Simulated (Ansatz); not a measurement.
TiO2 (anatase), relaxed with r2SCAN: 7 runs in Ansatz, each a construction of maximally localised Wannier functions. Space group I4_1/amd (No. 141), tetragonal; a = 3.778 Å, c = 9.583 Å in the conventional setting, 11.40 Å³ an atom. Ti is surrounded by 6 O at 1.93–1.99 Å and 4 Ti at 3.05 Å; O is surrounded by 3 Ti at 1.93–1.99 Å. No spin polarisation and no zero-point or thermal motion.

```yaml
crystal:
  lattice:
    - [-1.88890, 1.88890, 4.79172]
    - [1.88890, -1.88890, 4.79172]
    - [1.88890, 1.88890, -4.79172]
  atoms:
    - { symbol: Ti, position: [0.75000, 0.25000, 0.50000] }
    - { symbol: Ti, position: [0.00000, 0.00000, 0.00000] }
    - { symbol: O, position: [0.54271, 0.04271, 0.50000] }
    - { symbol: O, position: [0.79271, 0.79271, 0.00000] }
    - { symbol: O, position: [0.20729, 0.20729, 0.00000] }
    - { symbol: O, position: [0.95729, 0.45729, 0.50000] }
```

Windows count from the top of the filled bands; a dash means that no such window was set (without an outer window there is no disentanglement). Rows marked drawn have settings drawn at random (some not listed).

```csv
functional,SCF mesh,trial orbitals,functions,mesh,window (eV),frozen (eV),settings,Ω total (Å²),Ω invariant (Å²),largest spread (Å²),least projectability,"interpolation miss of the model's filled bands (eV, to the nearest computed level)"
PBE,8×8×8,"O s, O p",16,4×4×4,–,–,chosen,13.92,12.12,1.03,0.78,0.045
PBE,8×8×8,"O s, O p",16,8×8×8,–,–,chosen,14.67,12.90,1.09,0.78,0.002
PBE,8×8×8,O p,12,6×6×6,–,–,chosen,14.21,13.92,1.22,0.78,0.010
PBE,8×8×8,"Ti d, O p",22,6×6×6,–,–,chosen,16.06,15.72,0.85,0.56,0.001
r2SCAN,8×8×8,"O s, O p",16,6×6×6,–,–,chosen,14.03,12.29,1.02,0.78,0.007
PBE,8×8×8,"Ti d, O p",22,4×4×4,–,–,drawn,15.69,15.33,0.81,0.56,0.010
```

Q: Estimate from these rows what the further settings give.
```
functional  SCF mesh  trial orbitals  functions   mesh  window (eV)  frozen (eV)  settings
       PBE     8×8×8        O s, O p         16  6×6×6            –            –    chosen
```

A:

| functional | SCF mesh | trial orbitals | functions | mesh | window (eV) | frozen (eV) | settings | Ω total (Å²) | Ω invariant (Å²) | largest spread (Å²) | least projectability | interpolation miss of the model's filled bands (eV, to the nearest computed level) |
| --- | --- | --- | --- | --- | --- | --- | --- | --- | --- | --- | --- | --- |
| PBE | 8×8×8 | O s, O p | 16 | 6×6×6 | – | – | chosen | 14.47 | 12.69 | 1.07 | 0.78 | 0.010 |

For O s, O p with PBE the spread goes 13.92 Å² (4×4×4), 14.47 Å² (6×6×6), 14.67 Å² (8×8×8): finite differences on a coarse mesh understate it.
